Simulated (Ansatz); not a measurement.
InAs (CsCl type, space group No. 221) under volume change, plane-wave PAW PBE (Ansatz code), scaled uniformly.

```json
[
 {"V (Å³/atom)": "20.768", "E − E(relaxed) (meV/atom)": "39.2", "P (GPa)": "6.70"},
 {"V (Å³/atom)": "21.452", "E − E(relaxed) (meV/atom)": "?", "P (GPa)": "?"},
 {"V (Å³/atom)": "22.137", "E − E(relaxed) (meV/atom)": "?", "P (GPa)": "?"},
 {"V (Å³/atom)": "22.822", "E − E(relaxed) (meV/atom)": "0.0", "P (GPa)": "0.00"},
 {"V (Å³/atom)": "23.506", "E − E(relaxed) (meV/atom)": "3.5", "P (GPa)": "-1.58"},
 {"V (Å³/atom)": "24.191", "E − E(relaxed) (meV/atom)": "13.1", "P (GPa)": "-2.90"},
 {"V (Å³/atom)": "24.876", "E − E(relaxed) (meV/atom)": "27.9", "P (GPa)": "-3.96"}
]
```

**Question.** What belongs in the gaps?

**Answer.** 
- 22.137, E − E(relaxed) (meV/atom): 3.9
- 22.137, P (GPa): 1.87
- 21.452, E − E(relaxed) (meV/atom): 16.4
- 21.452, P (GPa): 4.06

**Question.** What does a third-order Birch–Murnaghan fit give for V₀, B₀ and B′?

**Answer.** V₀ = 22.82 Å³/atom, B₀ = 56.7 GPa, B′ = 4.8.

Space group Pm-3m (CsCl type). The cell is a constructed one: a structure type filled with these elements; neither database checked (COD, Materials Project) lists it. It is not the phase usual at ambient conditions (space group No. 216). The cell was relaxed with PBE under the symmetry of its start; of distortions, only those at the zone centre were tested. Scalar-relativistic: spin–orbit coupling is off unless named, which matters more the heavier the elements.

Potentials: the later of the program's two PAW sets.
